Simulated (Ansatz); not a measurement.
Relaxation of a generated trial cell of Pt in the AFLOW prototype A_hR1_166_a (A10, as in Hg); 1 atom in the cell, which starts as R-3m, hexagonal axes (No. 166), hR1; a = b = 3.0025 Å, c = 5.7866 Å, α = β = 90.00°, γ = 120.00°. Level of theory: r2SCAN (plane waves to 500 eV, PAW, scalar-relativistic; Ansatz, an electronic-structure program). Γ-centred k-mesh 14×14×14 on the run's cell (coarser than for final values), Fermi–Dirac smearing 0.05 eV. This is the first round of the run. 

The optimiser's lines from the output (shortened; P is positive under compression):

```
relax step   1: F+E_penalty+E_count = -12537.97620094 eV  Δ(F+E_penalty+E_count) = +0.000e0 eV  max|allowed force component| = 0.000e0 eV/Å  Δτ_max = 0.0000 Å  P = +19.609 GPa  Ω = 15.059 Å³  (7 SCF iters, dr2 threshold 1.00e-7 eV, accepted)
relax step   2: F+E_penalty+E_count = -12538.10433096 eV  Δ(F+E_penalty+E_count) = -1.281e-1 eV  max|allowed force component| = 0.000e0 eV/Å  Δτ_max = 0.0000 Å  P = -0.899 GPa  Ω = 15.915 Å³  (8 SCF iters, dr2 threshold 1.00e-7 eV, accepted)
relax step   3: F+E_penalty+E_count = -12538.20644669 eV  Δ(F+E_penalty+E_count) = -1.021e-1 eV  max|allowed force component| = 0.000e0 eV/Å  Δτ_max = 0.0000 Å  P = -0.816 GPa  Ω = 15.547 Å³  (7 SCF iters, dr2 threshold 1.00e-7 eV, accepted)
relax step   4: F+E_penalty+E_count = -12538.25816446 eV  Δ(F+E_penalty+E_count) = -5.172e-2 eV  max|allowed force component| = 0.000e0 eV/Å  Δτ_max = 0.0000 Å  P = +4.262 GPa  Ω = 15.076 Å³  (7 SCF iters, dr2 threshold 1.00e-7 eV, accepted)
relax step   5: F+E_penalty+E_count = -12538.26614575 eV  Δ(F+E_penalty+E_count) = -7.981e-3 eV  max|allowed force component| = 0.000e0 eV/Å  Δτ_max = 0.0000 Å  P = +0.136 GPa  Ω = 15.275 Å³  (6 SCF iters, dr2 threshold 1.00e-7 eV, accepted)
relax step   6: F+E_penalty+E_count = -12538.26629050 eV  Δ(F+E_penalty+E_count) = -1.448e-4 eV  max|allowed force component| = 0.000e0 eV/Å  Δτ_max = 0.0000 Å  P = -0.000 GPa  Ω = 15.282 Å³  (5 SCF iters, dr2 threshold 1.00e-7 eV, accepted)
relax step   7: F+E_penalty+E_count = -12538.26629087 eV  Δ(F+E_penalty+E_count) = -3.638e-7 eV  max|allowed force component| = 0.000e0 eV/Å  Δτ_max = 0.0000 Å  P = +0.001 GPa  Ω = 15.282 Å³  (3 SCF iters, dr2 threshold 1.46e-9 eV, accepted)
relax step   8: F+E_penalty+E_count = -12538.26696485 eV  Δ(F+E_penalty+E_count) = -6.740e-4 eV  max|allowed force component| = 0.000e0 eV/Å  Δτ_max = 0.0000 Å  P = +0.009 GPa  Ω = 15.282 Å³  stress off target by 7.25e-2 GPa  SCF on the basis re-selected at this cell (its energy is not comparable with the rows above)  (8 SCF iters)
relax step   9: F+E_penalty+E_count = -12538.26696677 eV  Δ(F+E_penalty+E_count) = -1.922e-6 eV  max|allowed force component| = 0.000e0 eV/Å  Δτ_max = 0.0000 Å  P = +0.001 GPa  Ω = 15.282 Å³  (4 SCF iters, dr2 threshold 1.31e-8 eV, accepted)
relax step  10: F+E_penalty+E_count = -12538.26696737 eV  Δ(F+E_penalty+E_count) = -5.982e-7 eV  max|allowed force component| = 0.000e0 eV/Å  Δτ_max = 0.0000 Å  P = +0.001 GPa  Ω = 15.282 Å³  stress off target by 2.75e-3 GPa  SCF on the basis re-selected at this cell (its energy is not comparable with the rows above)  (4 SCF iters)
```

From the first to the last row the energy changes by -0.29 eV/atom and the volume by +1.5 %. The last row is marked as not comparable with the walk above it, whose basis was carried along; it does compare with step 1, since both stand on a basis selected at the nominal cutoff for their own cell.

Later rounds, restarted from the end of this one on a renewed k-mesh, logged 4 more steps and released under 0.01 eV/atom more. The final structure after all rounds: Fm-3m (No. 225), cF4, fcc (Cu type); a = b = c = 3.940 Å, α = β = γ = 90.00°. Between re-selections the logged energies stand on a plane-wave basis carried along with the cell. No spin polarisation in the result.

The run could not lose the symmetry of its start.
